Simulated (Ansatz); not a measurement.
HfScTaN3:
```
HfScTaN3
1.0
    3.17409     0.00000     0.00000
   -1.58705     2.74885     0.00000
    0.00000     0.00000     7.74345
Hf Sc Ta N
1 1 1 3
Direct
  0.00000   0.00000   0.99606
  0.33333   0.66667   0.33828
  0.66667   0.33333   0.66721
  0.66667   0.33333   0.16408
  0.00000   0.00000   0.50534
  0.33333   0.66667   0.82904
```

Relaxed with PBE. Special points in fractions of this cell's reciprocal vectors: Γ (0.000, 0.000, 0.000); M (0.500, 0.000, 0.000); K (0.333, 0.333, 0.000); A (0.000, 0.000, 0.500); L (0.500, 0.000, 0.500); H (0.333, 0.333, 0.500).

List the band energies nearest the Fermi level at these points for PBE (plane waves, PAW; program Ansatz).

In eV from the Fermi level; about four levels below and three above (degenerate sets whole), none deeper than 8.9 eV; points with the same levels are listed once.

```json
[
 {"k": "Γ", "below": "-2.61 -2.61 -0.71 -0.71 -0.44", "above": "1.37 1.54 1.54"},
 {"k": "M", "below": "-4.83 -3.49 -3.40 -3.38", "above": "0.83 1.19 2.51"},
 {"k": "K", "below": "-5.30 -5.26 -4.82 -4.62", "above": "0.14 0.46 0.60"},
 {"k": "A", "below": "-3.53 -3.53 -0.46 -0.46 -0.20", "above": "0.59 1.06 1.06"},
 {"k": "L", "below": "-4.33 -3.84 -2.06 -1.09", "above": "2.50 2.53 3.12"},
 {"k": "H", "below": "-5.36 -5.18 -4.96 -4.64", "above": "0.58 0.82 0.88"}
]
```

Space group P3m1. The start of the workflow was typed in or built on a structure type; neither database checked (COD, Materials Project) lists it. Its standing as an ambient phase is unchecked. The PBE relaxation kept the symmetry of its start; whether a distortion lowers the energy is not shown. No spin polarisation was allowed. With an odd number of electrons in the cell and no spin polarisation, the count alone makes it a metal. Spin–orbit coupling is left out wherever it is not named.

Potentials: the later of the program's two PAW sets.
